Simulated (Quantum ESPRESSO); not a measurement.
# Moving one atom in Mg2Ca2F8

These are calculations, not measurements. They come from pw.x of Quantum ESPRESSO 7.5, a plane-wave density functional program, with PseudoDojo standard norm-conserving files (v0.5 for PBE, v0.4.1 for LDA and PBEsol). The cells are made up: elements, strain and atom displacements were drawn at random, and nothing was relaxed. There is no spin polarisation, spin-orbit coupling or dispersion term.

The cell has 12 sites of a fluorite lattice. Sites 1 to 4 hold Mg Ca Ca Mg; sites 5 to 12 hold F F F F F F F F. Cell vectors in Å: (5.180, -0.028, -0.066); (-0.028, 5.099, 0.009); (-0.066, 0.009, 5.168). Settings: PBE, cutoff 1143 eV, 4 x 4 x 4 k mesh shifted by half a step, Fermi-Dirac smearing of 0.025 eV.

Each run shifts the F atom on site 10 along x and leaves all else fixed. Site 3 is one of its nearest neighbours. E is the free energy of the cell above the lowest run shown. The last column is band 49 less band 48 at Gamma, from a band step after each run.

| run | shift (Å) | Fx on site 10 (eV/Å) | Fx on site 3 (eV/Å) | P (GPa) | E (meV) | level step at Gamma (eV) |
| --- | --- | --- | --- | --- | --- | --- |
| 1 | -0.0915 | 1.581 | -1.576 | 9.73 | 150.6 | 6.389 |
| 2 | -0.0789 | 1.474 | -1.534 | 9.68 | 131.3 | 6.393 |
| 3 | -0.0499 | 1.229 | -1.440 | 9.56 | 92.2 | 6.400 |
| 5 | 0.0432 | 0.466 | -1.165 | 9.34 | 13.5 | 6.416 |
| 6 | 0.0843 | 0.137 | -1.059 | 9.31 | 1.1 | 6.419 |
| 7 | 0.1048 | -0.026 | -1.010 | 9.30 | 0.0 | 6.420 |
| 4 | -0.0045 | ? | ? | ? | ? | ? |

A rerun of one of these cells at 1437 eV and k mesh 6 x 6 x 6 moved values by no more than 0.004 eV in the cell's energy, 0.02 GPa in stress and 0.004 eV/Å in force.

## Worked fit

A parabola through the six runs shown gives Fx on site 10 = 0.817 - 8.20 u + 1.6 u² eV/Å, with u in Å and a scatter of 0.001 eV/Å. Minus the slope, 8.20 ± 0.03 eV/Å², is this atom's force constant along x at u = 0, with its periodic images moving too. The fitted force vanishes at u = 0.102 Å, where the energy should be lowest along this line. The error is the larger of the fit's own and the change that a cubic makes, rounded up.

## Withheld run

Question: what Fx on site 10 should run 4 give?

The fit gives 0.854 eV/Å. The calculation gave 0.853 eV/Å.

```
run  shift (Å)  Fx on site 10 (eV/Å)  Fx on site 3 (eV/Å)  P (GPa)  E (meV)  level step at Gamma (eV)
  4    -0.0045                 0.853               -1.300     9.43     44.9                     6.409
```